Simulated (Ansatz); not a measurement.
ZrSi$_{2}$ (fluorite, Fm-3m) at seven volumes, plane-wave PAW r²SCAN (Ansatz code), scaled uniformly. One row is withheld.

| V (Å³/atom) | P (GPa) |
|---|---|
| 18.791 | 9.77 |
| 19.410 | 6.12 |
| 20.030 | ? |
| 20.649 | 0.00 |
| 21.269 | -2.44 |
| 21.888 | -4.49 |
| 22.508 | -6.15 |

Problem. Fit the shown pressures and predict the withheld one.

Solution. P = (3/2)B₀(x^(7/2) − x^(5/2))[1 + (3/4)(B′ − 4)(x − 1)] with x = (V₀/V)^(2/3). Least squares on the six rows gives V₀ = 20.649 Å³/atom, B₀ = 85.9 GPa, B′ = 4.09. At V = 20.030, x = 1.0205 and P = 2.78 GPa. The run itself gave 2.84 GPa.

The cell is a constructed one: a structure type filled with these elements; neither database checked (COD, Materials Project) lists it. COD files the formula under space group No. 63, so this cell is another polymorph or a model. Its standing as an ambient phase is unchecked. The cell was relaxed with r²SCAN under the symmetry of its start. At this level the phase is mechanically unstable. The run is not spin-polarised.

Potentials: the later of the program's two PAW sets.
